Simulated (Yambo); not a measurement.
Yambo run on MoTe₂ (space group P6_3/mmc, No. 194). The wavefunctions are norm-conserving PBE (stringent potentials; Quantum ESPRESSO, 107 Ry, scalar-relativistic) ones on a 3×3×1 mesh (62 occupied bands); a = 3.4963 Å, b = 3.4963 Å, c = 13.6896 Å, α = 90.00°, β = 90.00°, γ = 120.00°.

Yambo input:

```
rim_cut
gw0
dyson
el_el_corr
HF_and_locXC
ppa
em1d
RandQpts= 1000000
RandGvec= 1 Ry
EXXRLvcs= 106.6 Ry
VXCRLvcs= 426.4 Ry
Chimod= "HARTREE"
% BndsRnXp
 19 | 475 |
%
NGsBlkXp= 7 Ry
% LongDrXp
 1.0 | 1.0 | 1.0 |
%
PPAPntXp= 27.2114 eV
% GbndRnge
 1 | 475 |
%
GTermKind= "BG"
DysSolver= "n"
ExtendOut
% QPkrange
 1 | 1 | 62 | 62 |
 3 | 3 | 62 | 63 |
%
```

k points by index: 1 = Γ, 3 = K.

Resulting energies as the program prints them:

```
#    K-point    Band    Eo [eV]    E [eV]    E-Eo [eV]    Vxc [eV]    Vnlxc [eV]    Sc|Eo [eV]    Sc|E [eV]    dSc/dw|Eo [eV]    Re(Z)    Im(Z)
#
    1    62    0.000000    -0.624730E-3    -0.624730E-3    -16.32210    -16.42265    0.099732    0.099918    -7.670031    0.780109    -0.001363
    3    62    -0.078204    -0.060411    0.017793    -16.26285    -16.83785    0.597921    0.592793    -7.864276    0.775789    -0.001393
    3    63    0.948795    1.128115    0.179320    -14.41936    -10.61485    -3.578229    -3.625196    -7.123919    0.792517    -0.001285
```
(The two width columns are left out.) Convergence of these settings isn't established.

Spin-orbit coupling is not included.

Geometry relaxed with PBE+D3(BJ).
